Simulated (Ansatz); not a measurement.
SnC:
```cif
data_CSn
_chemical_formula_sum 'Sn1 C1'
_space_group_name_H-M_alt 'P 1'
_space_group_IT_number 1
_cell_length_a 3.55964
_cell_length_b 3.55964
_cell_length_c 3.55964
_cell_angle_alpha 60.000
_cell_angle_beta 60.000
_cell_angle_gamma 60.000
loop_
_space_group_symop_operation_xyz
  'x, y, z'
loop_
_atom_site_label
_atom_site_type_symbol
_atom_site_fract_x
_atom_site_fract_y
_atom_site_fract_z
_atom_site_occupancy
Sn1 Sn 0.00000 0.00000 0.00000 1
C1 C 0.25000 0.25000 0.25000 1
```

Relaxed with PBEsol.

Problem. Which orbitals make up the states near the band edges in plane-wave PAW PBEsol (Ansatz code)?

Solution. Top 1 eV of the valence band: C 2p 83 %, Sn 5p 13 %. Bottom 1 eV of the conduction band: Sn 5p 44 %, C 2s 30 %, C 2p 9 %, Sn 5s 8 %, outside the projected shells 9 %. Projections are on Löwdin-orthogonalised atomic valence shells; empty p or d shells of many metals are not among them.

Problem. Tabulate the density of states.

Solution. States/eV per cell of 2 atoms, in 0.25 eV bins, energy from the valence-band maximum.

```
E (eV)  total  C 2p  Sn 5p  Sn 5s
------  -----  ----  -----  -----
-7.85    0.00  0.00   0.00   0.00
-7.60    0.08  0.03   0.02   0.02
-7.35    0.50  0.21   0.10   0.17
-7.10    1.87  0.78   0.22   0.76
-6.85    1.03  0.42   0.14   0.36
-6.60    0.69  0.28   0.10   0.22
-6.35    0.53  0.22   0.08   0.15
-6.10    0.45  0.18   0.07   0.12
-5.85    0.37  0.15   0.06   0.09
-5.60    0.33  0.14   0.05   0.08
-5.35    0.29  0.12   0.04   0.06
-5.10    0.25  0.11   0.03   0.05
-4.85    0.23  0.10   0.03   0.05
-4.60    0.51  0.25   0.16   0.05
-4.35    1.01  0.52   0.37   0.05
-4.10    0.91  0.48   0.31   0.06
-3.85    0.87  0.47   0.28   0.06
-3.60    0.90  0.51   0.28   0.05
-3.35    1.01  0.59   0.32   0.05
-3.10    1.26  0.76   0.39   0.05
-2.85    1.30  0.82   0.39   0.04
-2.60    1.27  0.82   0.36   0.04
-2.35    1.25  0.82   0.34   0.03
-2.10    1.22  0.83   0.31   0.03
-1.85    1.20  0.85   0.29   0.02
-1.60    1.20  0.88   0.27   0.02
-1.35    1.19  0.90   0.24   0.01
-1.10    0.85  0.66   0.15   0.01
-0.85    0.60  0.48   0.09   0.01
-0.60    0.43  0.36   0.05   0.00
-0.35    0.30  0.26   0.03   0.00
-0.10    0.09  0.09   0.01   0.00
0.15     0.00  0.00   0.00   0.00
0.40     0.00  0.00   0.00   0.00
0.65     0.00  0.00   0.00   0.00
0.90     0.00  0.00   0.00   0.00
1.15     0.01  0.00   0.00   0.00
1.40     0.07  0.01   0.03   0.00
1.65     0.15  0.01   0.07   0.01
1.90     0.22  0.03   0.10   0.02
2.15     0.34  0.05   0.14   0.03
2.40     0.63  0.09   0.22   0.10
2.65     0.86  0.14   0.29   0.13
2.90     1.11  0.20   0.39   0.15
3.15     1.31  0.26   0.45   0.20
3.40     1.14  0.25   0.37   0.18
3.65     1.08  0.28   0.31   0.19
3.90     1.14  0.35   0.30   0.22
4.15     0.85  0.31   0.19   0.19
4.40     0.54  0.21   0.07   0.19
4.65     0.86  0.32   0.18   0.24
4.90     1.99  0.71   0.58   0.37
5.15     1.94  0.70   0.59   0.35
5.40     1.20  0.43   0.38   0.23
5.65     0.36  0.09   0.18   0.03
```

Space group F-43m (zinc blende). The start of the workflow was typed in or built on a structure type; neither database checked (COD, Materials Project) lists it. Whether it is the stable phase at ambient conditions was not checked. The PBEsol relaxation kept the symmetry of its start; whether a distortion lowers the energy is not shown. Its formation energy is positive at this level, so the cell may be metastable or incomplete. Scalar-relativistic: spin–orbit coupling is off unless named, which matters more the heavier the elements.

Potentials: the later of the program's two PAW sets.
